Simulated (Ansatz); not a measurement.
# Spin-resolved density of states of GdSi2 (P6/mmm)

```
Gd Si
1.0
     4.05931    0.00000    0.00000
    -2.02965    3.51546    0.00000
     0.00000    0.00000    4.07150
Gd Si
1 2
Cartesian
  0.0000 0.0000 0.0000
  2.0297 1.1718 2.0357
  0.0000 2.3436 2.0357
```

Geometry: a structure from the Materials Project; nothing is relaxed.

Functional, mesh and filling: LDA, 8×8×7 k mesh, Fermi–Dirac smearing of 0.05 eV. LAPW is all-electron LAPW in Ansatz 0.2.0. Site moments are integrated in spheres about the atoms. Start moments (μB): Gd1 7. DFT+U (Dudarev's form): U = 4.0 eV on Gd f.

Density of states, smoothed by a Gaussian of 0.15 eV:

```csv
E − E_F (eV),majority (states/eV/cell),minority (states/eV/cell)
-7.00,17.53,0.26
-6.75,5.18,0.21
-6.50,0.52,0.19
-6.25,0.25,0.17
-6.00,0.23,0.17
-5.75,0.29,0.22
-5.50,0.37,0.32
-5.25,0.38,0.34
-5.00,0.51,0.40
-4.75,0.83,0.70
-4.50,0.93,1.02
-4.25,0.68,0.82
-4.00,0.66,0.61
-3.75,0.71,0.65
-3.50,0.76,0.65
-3.25,0.76,0.70
-3.00,0.77,0.66
-2.75,1.00,0.76
-2.50,0.89,0.97
-2.25,0.64,0.76
-2.00,0.57,0.60
-1.75,0.60,0.58
-1.50,0.64,0.60
-1.25,0.53,0.63
-1.00,0.36,0.56
-0.75,0.15,0.38
-0.50,0.33,0.28
-0.25,0.93,0.78
0.00,1.14,1.28
0.25,0.79,0.91
0.50,0.61,0.62
0.75,0.67,0.68
1.00,0.80,1.02
1.25,0.97,1.27
1.50,1.05,1.97
1.75,0.92,6.36
2.00,0.98,11.94
2.25,1.19,6.01
2.50,1.36,2.45
2.75,1.37,1.61
3.00,1.52,1.58
3.25,1.74,1.46
3.50,1.65,1.39
3.75,1.51,1.54
```

Task: What spin moment does the cell carry?

Result: 7.07 μB. Site moments (μB): Gd1 7.07, Si2 -0.02, Si3 -0.02.

Löwdin populations of d and f shells (filled inner shells left out):

```json
{"shell": "Gd1 5d", "up": "1.33", "down": "1.13"}
{"shell": "Gd1 4f", "up": "6.99", "down": "0.05"}
```

Further occupied bands lie below the window, the nearest with its top at -7.0 eV.

Spin–orbit coupling is left out although heavy atoms are present. With open f shells a run can end in a state that isn't the lowest. The magnetic state is the one that this cell and start allow. It needn't be the compound's measured order, which may need a larger cell or be absent.
